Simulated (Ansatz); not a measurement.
CeO2 (fluorite)

```
CELL_PARAMETERS angstrom
      0.00000     2.73214     2.73214
      2.73214     0.00000     2.73214
      2.73214     2.73214     0.00000
ATOMIC_POSITIONS crystal
  Ce 0.00000 0.00000 0.00000
  O  0.25000 0.25000 0.25000
  O  0.75000 0.75000 0.75000
```

The slice is a {100} plane (indices of the conventional cell) through the point (0.750, 0.750, 0.750) (fractional), spanned by u = [100] and v = [0 1 -1] in vectors of this cell: u (3.86 Å) and v (3.86 Å, at 90° to u). It covers one period; positions are fractions (u, v).

The numbers are results of PBE (plane waves to 420 eV, PAW, scalar-relativistic; Ansatz, a quantum-chemistry and plane-wave program), not measurements. k mesh 10×10×10. These are valence fields of a PAW run, semicore shells included where kept as valence: close to a nucleus they are smooth pseudo fields. CeO2 is run without spin polarisation. CeO2 was relaxed with its symmetry unable to fall. The f-shell state is unchecked: a lower one may exist.

Q: Predict the map of the valence electron density on the slice.

A: 
```tsv
v \ u	0.00	0.12	0.25	0.38	0.50	0.62	0.75	0.88
0.88	0.5	0.1	-0.6	-0.9	-0.9	-0.9	-0.6	0.1
0.75	-0.4	-0.6	-0.8	-0.6	-0.4	-0.6	-0.8	-0.6
0.62	-0.9	-0.9	-0.6	0.1	0.5	0.1	-0.6	-0.9
0.50	-0.8	-0.9	-0.4	0.5	0.9	0.5	-0.4	-0.9
0.38	-0.9	-0.9	-0.6	0.1	0.5	0.1	-0.6	-0.9
0.25	-0.4	-0.6	-0.8	-0.6	-0.4	-0.6	-0.8	-0.6
0.12	0.5	0.1	-0.6	-0.9	-0.9	-0.9	-0.6	0.1
0.00	0.9	0.5	-0.4	-0.9	-0.8	-0.9	-0.4	0.5
```

Values: log₁₀ of the valence density in e/Å³. The scale is logarithmic, as a density can span decades between atoms and voids.
